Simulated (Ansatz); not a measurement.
Ansatz (an electronic-structure program) input:

Ansatz 0.2 input:
```yaml
crystal:
  lattice:
    - [2.9842731134, 0.0, 0.0]
    - [-1.4921365567, 2.5844563281, 0.0]
    - [0.0, 0.0, 4.6520438722]
  atoms:
    - { symbol: Al, position: [0.3333333333, 0.6666666667, 0.5112615572] }
    - { symbol: Be, position: [0.6666666667, 0.3333333333, 0.9916542769] }
    - { symbol: O, position: [0.3333333333, 0.6666666667, 0.1130671781] }
    - { symbol: N, position: [0.6666666667, 0.3333333333, 0.6340069878] }
kpoints:
  mp_grid: { grid: [11, 11, 6] }
hamiltonian:
  xc: pbesol
  pseudopotentials: { azcp: { folder: ./paw }, kind: paw }
scf:
  occupations: { method: fixed }
elastic: { mode: relaxed_ion, stencil: two_point, amplitude: 0.005, f_tol: 0.0005 }
output: { polarization: {} }
```

Output (shortened):

```
Pseudopotential: Al, paw, valence charge 3
Pseudopotential: Be, paw, valence charge 2
Pseudopotential: O, paw, valence charge 6
Pseudopotential: N, paw, valence charge 5
Functional definition: PBEsol
Crystal: 4 atoms, lattice volume = 35.880 Å³
Basis set: ecut = 420 eV, 687 PW (Γ), exchange–correlation on 48×48×64 points (8 copies of the dense FFT grid, shifted against one another)
Bands: 12, of which v1, the nominal top of the filled ones, is band 8 counted from 1 (7 counted from 0)
Symmetry: 6 space group operations
Space group: P3m1 (ITA 156), of the structure as read, at distance tolerance 3.3e-5 Å
k-points: 84 of 726 (time reversal used)
SCF 1 converged in 13 iterations: F = -1559.572983 eV  dr2 = 4.23e-14
relax step   1: F+E_penalty+E_count = -1559.57298317 eV  Δ(F+E_penalty+E_count) = +0.000e0 eV  max|allowed force component| = 1.567e-3 eV/Å  Δτ_max = 0.0000 Å  (13 SCF iters, accepted)
Crystal: 4 atoms, lattice volume = 35.880 Å³
SCF 2 converged in 8 iterations: F = -1559.572983 eV  dr2 = 7.04e-15
relax step   2: F+E_penalty+E_count = -1559.57298320 eV  Δ(F+E_penalty+E_count) = -3.666e-8 eV  max|allowed force component| = 9.117e-4 eV/Å  Δτ_max = 0.0000 Å  (8 SCF iters, accepted)
Crystal: 4 atoms, lattice volume = 35.880 Å³
SCF 3 converged in 7 iterations: F = -1559.572983 eV  dr2 = 1.65e-14
relax step   3: F+E_penalty+E_count = -1559.57298323 eV  Δ(F+E_penalty+E_count) = -2.437e-8 eV  max|allowed force component| = 2.921e-4 eV/Å  Δτ_max = 0.0000 Å  (7 SCF iters, accepted)
Crystal: 4 atoms, lattice volume = 35.880 Å³
SCF 4 converged in 10 iterations: F = -1559.572983 eV  dr2 = 1.86e-16
Crystal: 4 atoms, lattice volume = 35.701 Å³
Symmetry: 2 space group operations
k-points: 204 of 726 (time reversal used)
SCF 5 converged in 10 iterations: F = -1559.571800 eV  dr2 = 9.91e-15
relax step   1: F+E_penalty+E_count = -1559.57180032 eV  Δ(F+E_penalty+E_count) = +0.000e0 eV  max|allowed force component| = 8.746e-2 eV/Å  Δτ_max = 0.0000 Å  (10 SCF iters, accepted)
Crystal: 4 atoms, lattice volume = 35.701 Å³
SCF 6 converged in 9 iterations: F = -1559.571930 eV  dr2 = 3.96e-15
relax step   2: F+E_penalty+E_count = -1559.57193025 eV  Δ(F+E_penalty+E_count) = -1.299e-4 eV  max|allowed force component| = 5.668e-2 eV/Å  Δτ_max = 0.0015 Å  (9 SCF iters, accepted)
Crystal: 4 atoms, lattice volume = 35.701 Å³
SCF 7 converged in 9 iterations: F = -1559.572021 eV  dr2 = 1.04e-14
relax step   3: F+E_penalty+E_count = -1559.57202140 eV  Δ(F+E_penalty+E_count) = -9.115e-5 eV  max|allowed force component| = 7.507e-3 eV/Å  Δτ_max = 0.0018 Å  (9 SCF iters, accepted)
Crystal: 4 atoms, lattice volume = 35.701 Å³
SCF 8 converged in 8 iterations: F = -1559.572028 eV  dr2 = 6.49e-14
relax step   4: F+E_penalty+E_count = -1559.57202819 eV  Δ(F+E_penalty+E_count) = -6.783e-6 eV  max|allowed force component| = 3.521e-3 eV/Å  Δτ_max = 0.0007 Å  (8 SCF iters, accepted)
Crystal: 4 atoms, lattice volume = 35.701 Å³
SCF 9 converged in 8 iterations: F = -1559.572030 eV  dr2 = 5.67e-14
relax step   5: F+E_penalty+E_count = -1559.57203031 eV  Δ(F+E_penalty+E_count) = -2.125e-6 eV  max|allowed force component| = 1.333e-3 eV/Å  Δτ_max = 0.0006 Å  (8 SCF iters, accepted)
Crystal: 4 atoms, lattice volume = 35.701 Å³
[...]
relax step   1: F+E_penalty+E_count = -1559.57263723 eV  Δ(F+E_penalty+E_count) = +0.000e0 eV  max|allowed force component| = 4.675e-2 eV/Å  Δτ_max = 0.0000 Å  (10 SCF iters, accepted)
Crystal: 4 atoms, lattice volume = 35.880 Å³
SCF 39 converged in 8 iterations: F = -1559.572667 eV  dr2 = 1.71e-14
relax step   2: F+E_penalty+E_count = -1559.57266743 eV  Δ(F+E_penalty+E_count) = -3.019e-5 eV  max|allowed force component| = 3.098e-2 eV/Å  Δτ_max = 0.0007 Å  (8 SCF iters, accepted)
Crystal: 4 atoms, lattice volume = 35.880 Å³
SCF 40 converged in 8 iterations: F = -1559.572695 eV  dr2 = 3.86e-14
relax step   3: F+E_penalty+E_count = -1559.57269514 eV  Δ(F+E_penalty+E_count) = -2.772e-5 eV  max|allowed force component| = 4.807e-3 eV/Å  Δτ_max = 0.0011 Å  (8 SCF iters, accepted)
Crystal: 4 atoms, lattice volume = 35.880 Å³
SCF 41 converged in 8 iterations: F = -1559.572697 eV  dr2 = 1.57e-14
relax step   4: F+E_penalty+E_count = -1559.57269733 eV  Δ(F+E_penalty+E_count) = -2.185e-6 eV  max|allowed force component| = 3.201e-3 eV/Å  Δτ_max = 0.0003 Å  (8 SCF iters, accepted)
Crystal: 4 atoms, lattice volume = 35.880 Å³
SCF 42 converged in 8 iterations: F = -1559.572699 eV  dr2 = 4.83e-14
relax step   5: F+E_penalty+E_count = -1559.57269918 eV  Δ(F+E_penalty+E_count) = -1.855e-6 eV  max|allowed force component| = 2.261e-3 eV/Å  Δτ_max = 0.0006 Å  (8 SCF iters, accepted)
Crystal: 4 atoms, lattice volume = 35.880 Å³
SCF 43 converged in 8 iterations: F = -1559.572699 eV  dr2 = 4.72e-15
relax step   6: F+E_penalty+E_count = -1559.57269926 eV  Δ(F+E_penalty+E_count) = -7.959e-8 eV  max|allowed force component| = 1.350e-3 eV/Å  Δτ_max = 0.0001 Å  (8 SCF iters, accepted)
Crystal: 4 atoms, lattice volume = 35.880 Å³
SCF 44 converged in 7 iterations: F = -1559.572699 eV  dr2 = 1.38e-14
relax step   7: F+E_penalty+E_count = -1559.57269933 eV  Δ(F+E_penalty+E_count) = -6.658e-8 eV  max|allowed force component| = 6.745e-6 eV/Å  Δτ_max = 0.0000 Å  (7 SCF iters, accepted)
Crystal: 4 atoms, lattice volume = 35.880 Å³
SCF 45 converged in 10 iterations: F = -1559.572699 eV  dr2 = 7.43e-16
SCF converged after 10 iterations
Stability not checked: this state was not tested for a lower state beside it, because too few of the mixer's solves of this state at the end of the SCF gave a …
Free energy (F): -1559.572983 eV
Harris-Foulkes:  -1559.572983 eV  (|F-HF|=2.27e-13)
Internal energy: -1559.572983 eV  (E = F + TS)
E sigma→0 (E₀):  -1559.572983 eV
Fermi energy:    6.490189 eV
--- Per-component energies (eV) ---
  E_band       = 6.283382
  E_kinetic    = 347.291439
  E_local      = -571.888567  (includes V_loc(G=0)·N_el)
  E_nonlocal   = 101.750199
  E_hartree    = 208.600172
  E_xc         = -189.415595
  E_vxc        = -218.586701  (∫ρ·V_xc dr)
  E_paw        = -794.512545  (= ΣΔE_a)
  E_vpaw       = -69.484991  (= ΣTr[D̂ρ^β])
  E_aug_tail   = 0.001658  (compensation charges beyond the density's cutoff)
  E_ewald      = -661.491802
  E_core_change = 0.092057  (= ΣΔE_core)
  E_smearing   =  0.000000  (= −TS)
  E_closure    =  0.000000  (closes the sum)
  Σ components = -1559.572983   (vs F -1559.572983, Δ=0.00e0)
--- Forces (eV/Å), atoms counted from 1 ---
  atom   1  Al     0.00000000     0.00000000     0.00029380
  atom   2  Be     0.00000000     0.00000000     0.00003403
  atom   3  O      0.00000000     0.00000000    -0.00028620
  atom   4  N      0.00000000     0.00000000    -0.00001787
  max |Σ_I F_I| component: 2.38e-5 eV/Å
--- Stress (GPa, compression-positive) ---
        0.001815       0.000000       0.000000
        0.000000       0.001815       0.000000
        0.000000       0.000000       0.006895
  P = ⅓ Tr σ = 0.0035 GPa (0.035 kbar)
--- Band table (eV; the first three rows and the last of 84) ---
  k-point 0: bands = ["-11.8455", "-7.4273", "0.1582", "4.3748", "4.3748", "5.9496", "6.4902", "6.4902", "10.8665", "14.6598", "17.9691", "17.9691"]
  k-point 1: bands = ["-11.8146", "-7.5416", "0.5174", "4.3901", "4.3901", "5.4298", "6.4713", "6.4713", "11.2331", "14.5947", "17.8920", "17.8920"]
  k-point 2: bands = ["-11.7497", "-7.7623", "1.4666", "4.2387", "4.4219", "4.4219", "6.4327", "6.4327", "11.9397", "14.3944", "17.7732", "17.7732"]
  k-point 83: bands = ["-10.9026", "-5.8831", "1.1828", "1.3055", "1.9344", "2.8760", "4.9551", "5.5170", "13.7708", "14.9677", "15.6237", "16.1116"]
--- Elastic constants: 3 strain directions × 2 members + reference (group order 6) ---
  dense FFT box of the reference and of every strained cell: 24×24×32
  strains applied: 11, 33, 23; error gains …
  reference relaxed by the batch: 3 steps …
  largest displacement 5.5e-5 Å; the constants are those of the deck's cell at these positions:
  atoms:
    - { symbol: Al, position: [0.3333333333333333, 0.6666666666666666, 0.5112644410678109] }
    - { symbol: Be, position: [0.6666666666666666, 0.33333333333333326, 0.9916607496144711] }
    - { symbol: O, position: [0.3333333333333333, 0.6666666666666666, 0.11306960443988336] }
    - { symbol: N, position: [0.6666666666666666, 0.33333333333333326, 0.6339952048778342] }
  C = ∂σ_k/∂η_j (tension-positive GPa; Voigt order 11 22 33 23 13 12):
       343.582    139.080    103.702    -19.899      0.000      0.000
       139.080    343.582    103.702     19.899      0.000      0.000
       103.573    103.573    359.274      0.000      0.000      0.000
       -19.868     19.868      0.000    102.992      0.000      0.000
         0.000      0.000      0.000      0.000    102.992    -19.868
         0.000      0.000      0.000      0.000    -19.899    102.251
  reference stress σ⁰ (GPa):     -0.002     -0.002     -0.007      0.000      0.000      0.000
  moduli (Voigt/Reuss/Hill, GPa): K = 193.24/193.13/193.18   G = 108.32/103.88/106.10   E = 269.05   ν = 0.268
  mechanically stable: yes (min eigenvalue of sym C = 82.73 GPa)
  e, the proper piezoelectric tensor (elastic.mode: relaxed_ion; C/m²; rows x y z; Voigt order 11 22 33 23 13 12):
       0.00000    0.00000    0.00000    0.00000   -0.44122   -1.36241
      -1.36241    1.36241    0.00000   -0.44122    0.00000    0.00000
       0.36542    0.36542   -1.40009    0.00000    0.00000    0.00000
  ±, each entry's uncertainty from the finite density of the strings (C/m²), an estimate: the size of the correction for it that the entry includes:
       0.00000    0.00000    0.00000    0.00000    0.00146    0.00053
       0.00053    0.00053    0.00000    0.00146    0.00000    0.00000
       0.00017    0.00017    0.00312    0.00000    0.00000    0.00000
  strain η (Voigt 11):  stress-route row diagonal C_11 = 343.58 GPa, energy-path curvature d²(F+E_count+ΔE)/dδ²/Ω₀ = 343.62 GPa
         δ    σ_11 (GPa)             F (eV)   n_scf  n_hpsi   n_pw
    -5.000e-3      -1.7470       -1559.5720306      10   48111    712   relax 6 steps, max|allowed force component| 3.39e-5 eV/Å
     5.000e-3       1.6888       -1559.5720663      10   48303    718   relax 6 steps, max|allowed force component| 3.23e-5 eV/Å
  strain η (Voigt 33):  stress-route row diagonal C_33 = 359.27 GPa, energy-path curvature d²(F+E_count+ΔE)/dδ²/Ω₀ = 359.69 GPa
         δ    σ_33 (GPa)             F (eV)   n_scf  n_hpsi   n_pw
    -5.000e-3      -1.8034       -1559.5719994      10   19719    713   relax 5 steps, max|allowed force component| 2.16e-4 eV/Å
     5.000e-3       1.7893       -1559.5720164      10   19828    722   relax 5 steps, max|allowed force component| 1.32e-4 eV/Å
  strain η (Voigt 23):  stress-route row diagonal C_44 = 102.99 GPa, energy-path curvature d²(F+E_count+ΔE)/dδ²/Ω₀ = 103.05 GPa
         δ    σ_23 (GPa)             F (eV)   n_scf  n_hpsi   n_pw
    -5.000e-3      -0.5118       -1559.5727021      10   48096    716   relax 6 steps, max|allowed force component| 5.00e-4 eV/Å
     5.000e-3       0.5181       -1559.5726993      10   48084    716   relax 7 steps, max|allowed force component| 6.74e-6 eV/Å
--- Formal polarisation (Berry phase): one branch of a lattice of values; only differences between neighbouring runs are physical ---
  axis  mesh            electronic          ionic      p = total  spread (rad)  least overlap  resolved gap  δp at fixed H ≤   (phases in cycles; p mod 1 …
  b1    11×11×6         0.00000000     7.66666667     7.66666667      0.092148         0.9568        4.3763           1.5e-6
  b2    11×11×6         0.00000000     8.33333333     8.33333333      0.092148         0.9568        4.3763           1.6e-6
  b3    11×11×6         0.03694638     7.36550847     7.40245486      0.030128         0.9587        4.3763           1.1e-6
  quantum along a1:   0.08317389 e/Å² =   133.259259 µC/cm²
  quantum along a2:   0.08317389 e/Å² =   133.259259 µC/cm²
  quantum along a3:   0.12965589 e/Å² =   207.731630 µC/cm²
  P = (  0.29110861,   0.60025583,   0.95977184) e/Å² = (  466.407407,   961.715863,  1537.724016) µC/cm²  (mod the quanta)
```

Cost: about 8 core-minutes (a rough figure) on shared cores.

The start of the workflow was typed in or built on a structure type; neither database checked (COD, Materials Project) lists it. Its standing as an ambient phase is unchecked. The cell was relaxed with PBEsol under the symmetry of its start; its stability against distortions is not shown here.

Potentials: the earlier of the program's two PAW sets. The files were generated under PBE; for other functionals the program regenerates the frozen cores, and for LDA and PBEsol the local potential too.

Ansatz is a plane-wave DFT program.
